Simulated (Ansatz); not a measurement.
input.yaml (Ansatz)

```yaml
crystal:
  lattice:
    - [3.843903994, 0.0, 0.0]
    - [0.0, 3.843903994, 0.0]
    - [0.0, 0.0, 3.843903994]
  atoms:
    - { symbol: Ba, position: [0.0, 0.0, 0.0] }
hamiltonian:
  xc: lda
  pseudopotentials:
    kind: paw
    azcp:
      Ba: "pseudopotentials/Ba.paw.azcp"
basis:
  ecutwfc: 420
  fft_grid_basis: typed
kpoints:
  mp_grid: { grid: [10, 10, 10], shift: [0, 0, 0] }
magnetization:
  spin_polarized: false
scf:
  occupations: { method: fermi_dirac, width: 0.1 }
  lower_state_search: "off"
output:
  stress: true
```

and its output:

```
Warning: the record states the generating functional pbe (its physics header spells it `PBE`), which answers neither for hamiltonian.xc's functional nor for the lda family's — results may be inconsistent (PPs are generated against a specific XC)
Engine: ansatz 0.2.0, aarch64-unknown-linux-gnu
Pseudopotentials: kind: paw
Pseudopotential: Ba, paw, valence charge 10, recommended cutoff 420 eV (normal) 
Functional definition: SPW92
  exchange = slater_x
  correlation = pw_c
Crystal: 1 atoms, lattice volume = 56.796 Å³
Basis set: ecut = 420 eV, 1141 PW (Γ)
Bands: 9, of which v1, the nominal top of the filled ones, is band 5 counted from 1 (4 counted from 0)
Symmetry: 48 space group operations
Space group: Pm-3m (ITA 221), of the structure as read, at distance tolerance 3.8e-5 Å
k-points: 56 of 1000
Non-local potential: Ba, projectors of the file, l = 0: 3, l = 1: 2, l = 2: 2, l = 3: 2
PAW form: soft (Blöchl's): semilocal exchange-correlation on the pseudo side does not see the compensation charge
PAW frozen core: Ba, regenerated for the run's functional, and the local potential with it (the file was generated under x = pbe(κ = 0.804, μ = 0.2195149727645171), c = pbe(β = 0.06672455060314922))
PAW one-centre angular grid: Ba, 194 points (default); XC on 64 Gauss nodes
Initial density: superposition of atomic densities (neutral atoms: chi_scale 0, normalization atom), corrected by the library's trained network
Initial wavefunctions: pseudopotential atomic-orbital guess
Functional: x = slater, c = lda
SCF iter   1: F=—  HF=-5779.302298 eV  |F-HF|=—  |Δ(HF+E_count)|=         —  Δρ=3.03e-3  dr2=2.93e-3  ethr=1.77e-3  ⟨swp⟩=7.3  Hψ=4839  notcnv=0
SCF iter   2: F=—  HF=-5779.301965 eV  |F-HF|=—  |Δ(HF+E_count)|=   3.33e-4  Δρ=1.62e-3  dr2=8.34e-4  ethr=2.93e-5  ⟨swp⟩=2.4  Hψ=1210  notcnv=0
SCF iter   3: F=—  HF=-5779.301992 eV  |F-HF|=—  |Δ(HF+E_count)|=   2.68e-5  Δρ=2.72e-4  dr2=5.29e-5  ethr=8.34e-6  ⟨swp⟩=1.2  Hψ=530  notcnv=0
SCF iter   4: F=—  HF=-5779.301980 eV  |F-HF|=—  |Δ(HF+E_count)|=   1.13e-5  Δρ=4.99e-5  dr2=6.66e-7  ethr=5.29e-7  ⟨swp⟩=2.4  Hψ=812  notcnv=0
iter 5 did not close the SCF: its close was put off for the readings that it lacked (scf_convergence_deferred on its scf_iter line)
SCF iter   5: F=-5779.301981 eV  HF=-5779.301981 eV  |F-HF|=2.54e-8  |Δ(HF+E_count)|=   1.86e-7  Δρ=9.50e-6  dr2=5.99e-8  ethr=6.66e-9  ⟨swp⟩=2.2  Hψ=644  notcnv=0
SCF iter   6: F=-5779.301981 eV  HF=-5779.301981 eV  |F-HF|=1.94e-9  |Δ(HF+E_count)|=   7.99e-9  Δρ=1.84e-6  dr2=2.74e-9  ethr=5.99e-10  ⟨swp⟩=2.9  Hψ=1905  notcnv=0
SCF 1 converged in 6 iterations: F = -5779.301981 eV  dr2 = 2.74e-9
SCF converged after 6 iterations
Free energy (F): -5779.301981 eV
Harris-Foulkes:  -5779.301981 eV  (|F-HF|=1.94e-9)
Internal energy: -5779.261030 eV  (E = F + TS)
E sigma→0 (E₀):  -5779.281505 eV
Entropy (-TS):   -0.040951 eV (-40.951 meV/atom)
Fermi energy:    6.324164 eV
--- Per-component energies (eV) ---
  E_band       = -80.546310
  E_kinetic    = 167.440851
  E_local      = -369.666743  (includes V_loc(G=0)·N_el)
  E_nonlocal   = 60.342944
  E_hartree    = 117.094204
  E_xc         = -165.562370
  E_vxc        = -134.178560  (∫ρ·V_xc dr)
  E_paw        = -5057.752546  (= ΣΔE_a)
  E_vpaw       = -38.674123  (= ΣTr[D̂ρ^β])
  E_aug_tail   = -0.000002  (compensation charges beyond the density's cutoff)
  E_ewald      = -531.439884
  E_core_change = 0.282516  (= ΣΔE_core)
  E_smearing   = -0.040951  (= −TS)
  E_closure    = -0.000000  (closes the sum)
  Σ components = -5779.301981   (vs F -5779.301981, Δ=0.00e0)
--- Stress (GPa, compression-positive) ---
       -0.817993       0.000000       0.000000
        0.000000      -0.817993       0.000000
       -0.000000       0.000000      -0.817993
  P = ⅓ Tr σ = -0.8180 GPa (-8.180 kbar)
```
